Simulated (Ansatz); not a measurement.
NiSb:
```xyz
4
Lattice="3.9741 0.0000 0.0000 -1.9870 3.4417 0.0000 0.0000 0.0000 5.1595" Properties=species:S:1:pos:R:3 pbc="T T T"
Ni     0.0000     0.0000     0.0000
Ni     0.0000     0.0000     2.5798
Sb     0.0000     2.2944     1.2899
Sb     1.9870     1.1472     3.8696
```

Relaxed with PBE. Special points in fractions of this cell's reciprocal vectors: Γ (0.000, 0.000, 0.000); M (0.500, 0.000, 0.000); K (0.333, 0.333, 0.000); A (0.000, 0.000, 0.500); L (0.500, 0.000, 0.500); H (0.333, 0.333, 0.500).

Q: List the band energies nearest the Fermi level at these points for PBE (plane waves, PAW; program Ansatz).

A: In eV from the Fermi level; about four levels below and three above (degenerate sets whole), none deeper than 8.9 eV; points with the same levels are listed once.

```json
[
 {"k": "Γ", "below": "-2.03 -2.03 -1.27 -1.27 -0.01", "above": "0.51 0.51 2.38 2.38"},
 {"k": "M", "below": "-1.54 -1.33 -1.26 -0.41", "above": "1.11 3.40 3.84"},
 {"k": "K", "below": "-1.30 -1.30 -0.59 -0.59", "above": "0.60 0.60 2.79"},
 {"k": "A", "below": "-2.01 -2.01 -2.01 -2.01", "above": "0.15 0.15 1.98 1.98 1.98 1.98"},
 {"k": "L", "below": "-1.84 -1.84 -1.74 -1.74", "above": "0.18 0.18 1.58 1.58"},
 {"k": "H", "below": "-1.37 -1.37 -1.24 -1.24", "above": "4.12 4.12 7.21 7.21"}
]
```

Space group P6_3/mmc (NiAs type). The cell was relaxed with PBE under the symmetry of its start. The run is not spin-polarised. Spin–orbit coupling is left out wherever it is not named.

Potentials: the later of the program's two PAW sets.
